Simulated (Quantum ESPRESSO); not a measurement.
**Band energies of K₂TiF₆**

```xyz
9
Lattice="5.6851 0.0000 0.0000 -2.8425 4.9234 0.0000 0.0000 0.0000 4.5902" Properties=species:S:1:pos:R:3 pbc="T T T"
F      1.3509     0.7800     3.5450
F      1.4916     4.1434     1.0452
F      4.3341     0.7800     3.5450
F     -1.4916     4.1434     1.0452
F      2.8425     3.3635     3.5450
F      0.0000     1.5599     1.0452
K      0.0000     3.2823     3.2030
K      2.8425     1.6411     1.3872
Ti     0.0000     0.0000     0.0000
```

LDA (pw.x of Quantum ESPRESSO, ONCV potentials, scalar-relativistic); path ΓMKΓALHA,LM,KH; energies in eV from the valence-band maximum.

| k (1/Å) | point | band 32 | band 33 | band 34 | band 35 | band 36 | band 37 | band 38 | band 39 |
|---|---|---|---|---|---|---|---|---|---|
| 0.00 | Γ | -0.34 | -0.18 | -0.09 | -0.09 | -0.01 | 4.92 | 4.98 | 4.98 |
| 0.21 |  | -0.38 | -0.18 | -0.14 | -0.10 | -0.05 | 4.94 | 4.99 | 5.01 |
| 0.43 |  | -0.43 | -0.26 | -0.19 | -0.18 | -0.08 | 4.95 | 5.02 | 5.08 |
| 0.64 | M | -0.44 | -0.34 | -0.27 | -0.18 | -0.08 | 4.96 | 5.04 | 5.11 |
| 0.64 | K | -0.83 | -0.23 | -0.22 | -0.22 | -0.17 | 5.00 | 5.07 | 5.07 |
| 0.82 |  | -0.62 | -0.30 | -0.19 | -0.17 | -0.16 | 4.99 | 5.04 | 5.09 |
| 1.01 |  | -0.46 | -0.23 | -0.18 | -0.12 | -0.11 | 4.96 | 5.00 | 5.06 |
| 1.19 |  | -0.37 | -0.18 | -0.13 | -0.10 | -0.04 | 4.93 | 4.99 | 5.01 |
| 1.37 | Γ | -0.34 | -0.18 | -0.09 | -0.09 | -0.01 | 4.92 | 4.98 | 4.98 |
| 1.72 |  | -0.37 | -0.37 | -0.09 | -0.02 | -0.02 | 4.96 | 4.97 | 4.97 |
| 1.89 |  | -0.38 | -0.38 | -0.16 | -0.02 | -0.02 | 4.97 | 4.97 | 4.98 |
| 2.06 | A | -0.37 | -0.37 | -0.19 | -0.05 | -0.05 | 4.97 | 4.97 | 4.99 |
| 2.48 |  | -0.43 | -0.43 | -0.24 | -0.20 | -0.04 | 4.95 | 5.03 | 5.08 |
| 2.70 | L | -0.46 | -0.43 | -0.28 | -0.25 | -0.05 | 4.94 | 5.05 | 5.10 |
| 2.88 |  | -0.47 | -0.43 | -0.34 | -0.20 | -0.08 | 4.96 | 5.04 | 5.10 |
| 3.07 | H | -0.46 | -0.40 | -0.40 | -0.14 | -0.14 | 5.01 | 5.01 | 5.11 |
| 3.36 |  | -0.44 | -0.43 | -0.28 | -0.17 | -0.06 | 4.97 | 5.01 | 5.08 |
| 3.51 |  | -0.41 | -0.40 | -0.23 | -0.12 | -0.05 | 4.97 | 5.00 | 5.04 |
| 3.66 |  | -0.38 | -0.38 | -0.20 | -0.07 | -0.04 | 4.97 | 4.98 | 5.01 |
| 3.80 | A | -0.37 | -0.37 | -0.19 | -0.05 | -0.05 | 4.97 | 4.97 | 4.99 |
| 3.80 | L | -0.46 | -0.43 | -0.28 | -0.25 | -0.05 | 4.94 | 5.05 | 5.10 |
| 3.97 |  | -0.51 | -0.40 | -0.35 | -0.24 | -0.02 | 4.95 | 5.06 | 5.09 |
| 4.14 |  | -0.49 | -0.45 | -0.33 | -0.24 | -0.02 | 4.96 | 5.06 | 5.08 |
| 4.32 |  | -0.45 | -0.30 | -0.28 | -0.26 | -0.06 | 4.96 | 5.04 | 5.10 |
| 4.49 | M | -0.44 | -0.34 | -0.27 | -0.18 | -0.08 | 4.96 | 5.04 | 5.11 |
| 4.49 | K | -0.83 | -0.23 | -0.22 | -0.22 | -0.17 | 5.00 | 5.07 | 5.07 |
| 4.66 |  | -0.83 | -0.27 | -0.24 | -0.19 | -0.19 | 5.02 | 5.06 | 5.06 |
| 4.83 |  | -0.71 | -0.47 | -0.32 | -0.13 | -0.13 | 5.04 | 5.04 | 5.05 |
| 5.17 | H | -0.46 | -0.40 | -0.40 | -0.14 | -0.14 | 5.01 | 5.01 | 5.11 |

The LDA gap is 4.92 eV; at least one edge lies off the plotted path, at a point of the SCF mesh. The smallest direct gap is 4.93 eV. Another valence extremum on the path lies within 0.02 eV, too close to call.

Geometry of the Materials Project entry, not relaxed at this level.
